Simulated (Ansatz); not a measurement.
CrN₂ in space group Pnnm (No. 58; Cr on 2a, N on 4g) at seven volumes, DFT-PBEsol in the program Ansatz with PAW potentials, shape and atoms relaxed at each. One row is withheld.

```tsv
V (Å³/atom)	P (GPa)
7.595	30.56
7.846	?
8.096	8.49
8.346	0.00
8.597	-7.06
8.847	-12.77
9.098	-17.73
```

Fit the shown pressures and predict the withheld one.

Third-order Birch–Murnaghan: P = (3/2)B₀(x^(7/2) − x^(5/2))[1 + (3/4)(B′ − 4)(x − 1)] with x = (V₀/V)^(2/3). Least squares on the six rows gives V₀ = 8.347 Å³/atom, B₀ = 255.3 GPa, B′ = 5.02. At V = 7.846, x = 1.0421 and P = 18.46 GPa. The run itself gave 18.61 GPa.

The first step of the workflow began from a Materials Project structure, measured or hypothetical; the Crystallography Open Database copy checked does not list it. Its standing as an ambient phase is unchecked. Symmetry was held in the PBEsol relaxation; whether a distortion lowers the energy is not shown. The final state is ferromagnetic, chosen from 5 collinear starts compared on coarse meshes (ties went to the first, and starts can fall back to one state), not a proven ground state. No Hubbard U is applied.

Potentials: the later of the program's two PAW sets.
